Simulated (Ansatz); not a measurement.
Values for one crystal, relaxed and computed with plane-wave PAW HSE06 (Ansatz code); other levels are named.

- Volume per atom = 19.54 Å³
- Band gap = 4.13 eV (indirect)
- Smallest direct gap on the standard path = 4.36 eV
- Pressure derivative B′ = 4.6
- Bulk modulus (Birch–Murnaghan fit) = 38.8 GPa
- Valence-band maximum = on the Γ–Z line, 95 % of the way from Γ (k = 0.000, 0.000, 0.474 in fractions of the reciprocal vectors)
- Conduction-band minimum = off the standard path, at k = (0.349, -0.349, 0.328) in fractions of the reciprocal vectors

Q: Pick the material that matches.
A) ZnS, 4H polytype
B) VCu3S4, P-43m (V on 1a, Cu on 3d, S on 4e)
C) Li2SiS3, Cmc2_1 (Li on 8b, Si on 4a, S on 8b, S on 4a)
D) ZnCu2SiTe4, I-42m (Zn on 2a, Si on 2b, Cu on 4d, Te on 8i)

A: C, Li2SiS3, Cmc2_1 (Li on 8b, Si on 4a, S on 8b, S on 4a)

The workflow started from a Materials Project entry (that database holds measured and hypothetical structures alike); the Crystallography Open Database copy checked does not list it. Whether it is the stable phase at ambient conditions was not checked. The cell was relaxed with HSE06 under the symmetry of its start; its stability against distortions is not shown here. The hybrid was solved on a coarse mesh, the path and, where they were found, the r²SCAN edge points; its band edges are the extreme levels among these.

Potentials: the later of the program's two PAW sets.
